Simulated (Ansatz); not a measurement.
Ga2O3 in space group R-3m (No. 166; Ga on 6c, O on 3a, O on 6c), LDA (plane waves, PAW; program Ansatz), all energies at zero smearing, with the estimated change up to a 700 eV cutoff added, with one set of potentials and settings (totals compare only within such a set). Cell of 5 atoms (2 Ga, 3 O): -9081.108 eV.

```csv
element,reference phase,E (eV/atom)
Ga,"Cmce, 4 atoms in the cell",-3706.9858
O,"C2/m, 4 atoms in the cell, spin-polarised",-552.6597
```

Formation energy per atom, worked out: (-9081.108 − 2×(-3706.9858) − 3×(-552.6597))/5 = -1.832 eV/atom (-177 kJ per mol of atoms), at 0 K, without zero-point energy or fitted corrections.

The cell is a constructed one: a structure type filled with these elements; neither database checked (COD, Materials Project) lists it. It is not the phase usual at ambient conditions (space group No. 12, 167). Symmetry was held in the LDA relaxation. At this level the phase is dynamically unstable (imaginary phonons). A crystal of weakly bound layers computed without a dispersion correction: the cell and the soft elastic constants depend strongly on that. The references are the lowest solids computed at this level, not always the standard phases (solids in place of the gases).

Potentials: the earlier of the program's two PAW sets. The files were generated under PBE; for other functionals the program regenerates the frozen cores, and for LDA and PBEsol the local potential too.
